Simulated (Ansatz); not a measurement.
CuNbSe2:
```yaml
crystal:
  lattice:
    - [3.57691, 0.00000, 0.00000]
    - [-1.78846, 3.09770, 0.00000]
    - [0.00000, 0.00000, 12.67751]
  atoms:
    - { symbol: Se, position: [0.33333, 0.66667, 0.62053] }
    - { symbol: Nb, position: [0.00000, 0.00000, 0.75000] }
    - { symbol: Se, position: [0.33333, 0.66667, 0.87947] }
    - { symbol: Cu, position: [0.00000, 0.00000, 0.00000] }
    - { symbol: Se, position: [0.66667, 0.33333, 0.12053] }
    - { symbol: Nb, position: [0.00000, 0.00000, 0.25000] }
    - { symbol: Se, position: [0.66667, 0.33333, 0.37947] }
    - { symbol: Cu, position: [0.00000, 0.00000, 0.50000] }
```

Relaxed with r²SCAN+D4. Special points in fractions of this cell's reciprocal vectors: Γ (0.000, 0.000, 0.000); M (0.500, 0.000, 0.000); K (0.333, 0.333, 0.000); A (0.000, 0.000, 0.500); L (0.500, 0.000, 0.500); H (0.333, 0.333, 0.500).

Question: List the band energies nearest the valence-band maximum at these points for r²SCAN+D4 in the plane-wave PAW code Ansatz.

Answer: In eV from the valence-band maximum; about four levels below and three above (degenerate sets whole), none deeper than 8.9 eV; points with the same levels are listed once.

| k | below | above |
|---|---|---|
| Γ | -1.42 -1.42 -0.18 -0.07 | 1.47 1.47 1.65 1.65 |
| M | -1.63 -1.13 -0.60 -0.51 | 0.98 1.53 1.71 |
| K | -1.77 -1.77 -0.27 -0.27 | 0.74 0.80 1.97 1.97 |
| A | -1.78 -1.78 -1.78 -1.78 0.00 0.00 | 1.63 1.63 1.63 1.63 |
| L | -1.53 -1.53 -0.56 -0.56 | 1.21 1.21 1.57 1.57 |
| H | -1.76 -1.76 -0.21 -0.21 | 0.77 0.77 1.70 1.70 |

Space group P6_3/mmc. The cell is a constructed one: a structure type filled with these elements; neither database checked (COD, Materials Project) lists it. Its standing as an ambient phase is unchecked. The r²SCAN+D4 relaxation kept the symmetry of its start; whether a distortion lowers the energy is not shown. The run is not spin-polarised. Scalar-relativistic: spin–orbit coupling is off unless named, which matters more the heavier the elements.

Potentials: the later of the program's two PAW sets.
